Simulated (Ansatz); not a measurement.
One crystal and one scan (scan of one atom of the cell) at two levels, PBE (plane waves to 420 eV, PAW, scalar-relativistic; Ansatz, an electronic-structure program) and PBEsol (plane waves to 420 eV, PAW, scalar-relativistic; Ansatz), each from its own relaxed cell and on its own mesh. The cell shown is that of PBE.

CsSnI₃ (cubic perovskite)

```xyz
5
Lattice="6.2713 0.0000 0.0000 0.0000 6.2713 0.0000 0.0000 0.0000 6.2713" Properties=species:S:1:pos:R:3 pbc="T T T"
Cs     0.0000     0.0000     0.0000
Sn     3.1357     3.1357     3.1357
I      0.0000     3.1357     3.1357
I      3.1357     3.1357     0.0000
I      3.1357     0.0000     3.1357
```

In each cell atom 5 (I, nearest neighbour Sn at 3.136 Å; its periodic images, 6.3 Å or more away, move with it) moves by s·(1.000, 0.000, 0.000) (along Cartesian x), the rest being held.

Energies are smeared free energies. CsSnI3 was relaxed with its symmetry unable to fall. Spin-orbit coupling is left out, though I is heavy. This is a high-temperature form of CsSnI3. Percentages come from the unrounded values.

Results of PBE:

```
Item                                                                                                                       Value
----------------------------------------------------------------  --------------------------------------------------------------
Lattice constant a (Å)                                                                                                     6.271
Force constant k = d²E/ds² at s = 0 (finite differences) (eV/Å²)                                                            0.36
Shape of the curve                                                a single well with its minimum at or next to zero displacement
```

Q: Estimate the PBEsol values.

A: 
```tsv
quantity	PBEsol	PBE − PBEsol
Lattice constant a (Å)	6.130	+0.141 (+2.3 %)
Force constant k = d²E/ds² at s = 0 (finite differences) (eV/Å²)	0.22	+0.14 (+64 %)
```

PBE gives the higher value for: lattice constant a; force constant k = d²E/ds² at s = 0. Both give the same shape of the curve: a single well with its minimum at or next to zero displacement.

(For displaced atoms, the force is minus the slope of the energy, and its curvature is a force constant, which sets phonon frequencies.)
